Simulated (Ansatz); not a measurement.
# MgV₂C₄O₁₂, one structure, two calculations

Cell: a computed structure from the Materials Project (it need not be an observed phase).

```cif
data_MgV2C4O12
_symmetry_space_group_name_H-M 'C2'
_symmetry_Int_Tables_number 5
_cell_length_a 8.8100
_cell_length_b 8.6401
_cell_length_c 5.8729
_cell_angle_alpha 90.000
_cell_angle_beta 109.922
_cell_angle_gamma 90.000
loop_
_atom_site_label
_atom_site_type_symbol
_atom_site_symmetry_multiplicity
_atom_site_Wyckoff_symbol
_atom_site_fract_x
_atom_site_fract_y
_atom_site_fract_z
Mg Mg 2 a 0.5000 0.9039 0.0000
V2 V 2 b 0.5000 0.6954 0.5000
V3 V 2 a 0.5000 0.3047 0.0000
C4 C 4 c 0.2192 0.9058 0.4851
C5 C 4 c 0.2125 0.0943 0.9630
O8 O 4 c 0.3842 0.7117 0.1294
O9 O 4 c 0.1598 0.9581 0.9640
O10 O 4 c 0.1667 0.0424 0.4944
O11 O 4 c 0.3696 0.8715 0.6181
O13 O 4 c 0.3680 0.1129 0.0444
O15 O 4 c 0.3677 0.2995 0.6508
```

One atom of each set is listed; the run and its k-mesh use a cell of 19 atoms with edges of 6.17, 6.17, 5.87 Å.

First run. All values are calculated (Ansatz; DFT, PBE, plane waves and PAW, scalar-relativistic, collinear spin, 420 eV cutoff, Γ-centred 6×6×6 k-points, Fermi–Dirac smearing 0.05 eV), not measured. Start moments as typed (μB): 2 on each V, none on the rest.

```
site  V_zz (10²¹ V/m²)     η  m (μB)
  Mg              1.13  0.10    0.00
  V2              5.69  0.60    1.56
  V3             -5.76  0.50    1.48
  C4              2.01  0.16    0.01
  C5              2.23  0.25    0.01
  O8            -13.19  0.96    0.00
  O9             12.46  0.97    0.00
 O10             12.66  0.82   -0.01
 O11             12.57  0.71    0.00
 O13             11.53  0.44   -0.01
 O15             11.85  0.90   -0.01
```

Second run. The same atoms and settings, except that the functional is r2SCAN and the cutoff is 500 eV.

(1) Given the first result, estimate the second.

Answers

(1) 

```json
{"site": "Mg", "V_zz": "1.09", "η": "0.14", "change of V_zz": "-0.04", "m (μB)": "0.00"}
{"site": "V2", "V_zz": "6.89", "η": "0.50", "change of V_zz": "+1.20", "m (μB)": "1.56"}
{"site": "V3", "V_zz": "-6.89", "η": "0.60", "change of V_zz": "-1.13", "m (μB)": "1.55"}
{"site": "C4", "V_zz": "2.65", "η": "0.17", "change of V_zz": "+0.64", "m (μB)": "0.01"}
{"site": "C5", "V_zz": "2.82", "η": "0.23", "change of V_zz": "+0.59", "m (μB)": "0.01"}
{"site": "O8", "V_zz": "-13.46", "η": "0.99", "change of V_zz": "-0.27", "m (μB)": "0.00"}
{"site": "O9", "V_zz": "12.89", "η": "0.96", "change of V_zz": "+0.43", "m (μB)": "0.00"}
{"site": "O10", "V_zz": "13.18", "η": "0.77", "change of V_zz": "+0.52", "m (μB)": "-0.01"}
{"site": "O11", "V_zz": "13.06", "η": "0.73", "change of V_zz": "+0.49", "m (μB)": "0.00"}
{"site": "O13", "V_zz": "12.07", "η": "0.46", "change of V_zz": "+0.54", "m (μB)": "-0.01"}
{"site": "O15", "V_zz": "12.53", "η": "0.94", "change of V_zz": "+0.68", "m (μB)": "-0.01"}
```

The largest change of V_zz is on V2, from 5.69 to 6.89. In per cent, |V_zz| changes by +20 to +21 on V, +26 to +32 on C, +2 to +6 on O (all sites that start above 2). The first run finds no gap above 0.1 eV, the second does.

All moments are parallel here, as the start or the cell imposes; many such compounds order antiparallel, where fields and spin densities carried over to other atoms largely cancel. The magnetic order is the one that the run reached from its start moments, not necessarily the measured one.
For the first run: The largest force is 0.5 eV/Å, so the atoms aren't at the calculated equilibrium and relaxing them would move these values. With no gap above 0.1 eV, as in a metal, the gradients converge slowly in k; expect changes of a tenth or more on a denser mesh. Semilocal functionals can leave a metal where correlation in the d or f shell opens a gap in the real compound, and that would change the values at and beside V.
For the second run: At this cell the r2SCAN pressure is -7 GPa, so with r2SCAN the cell would shrink if it were relaxed. The entry's cell may itself be off. The largest force is 0.6 eV/Å, so the atoms aren't at the calculated equilibrium and relaxing them would move these values. The program didn't check the stability of this electronic state in full, so a lower one may lie near.
